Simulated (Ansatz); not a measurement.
# Structures of KCa$_{2}$: which is lowest?

Plane-wave DFT in Ansatz with scalar-relativistic PAW potentials, cutoff 420 eV, Γ-centred meshes chosen by cell and gap, Gaussian smearing with energies taken to zero width. Every cell was relaxed (cell and atoms) in a run of its own, within the symmetry of its start. Functional: PBE.

Relaxed structures (starts from databases or built by putting these elements on another compound's sites):
A. P6/mmm, 3 atoms in the computed cell, a = 6.712 Å, c = 3.882 Å; sites (symmetry × multiplicity) K 6/mmm × 1, Ca -6m2 × 2; start: built
B. Fd-3m, 6 atoms in the computed cell, a = 10.875 Å; sites (symmetry × multiplicity) K -43m × 8, Ca .-3m × 16; start: built

**Question.** Rank them by energy. Could pressure change the order?

**Answer.**
| structure | group | E − E(lowest) (meV/atom) | V (Å³/atom) | gap on mesh (eV) |
| --- | --- | --- | --- | --- |
| B | Fd-3m | 0.0 | 53.60 | 0.00 |
| A | P6/mmm | 45 | 50.48 | 0.00 |

B is lowest, 45 meV/atom under A. A is denser by 3.11 Å³/atom, so pressure favours it: ΔE/ΔV, with ΔE in eV and 1 eV/Å³ = 160.2 GPa, gives about 2.3 GPa for equal enthalpy if both cells were rigid, a rough figure since the two compress differently. Other structures may lie lower than all of these, and vibrations aren't counted.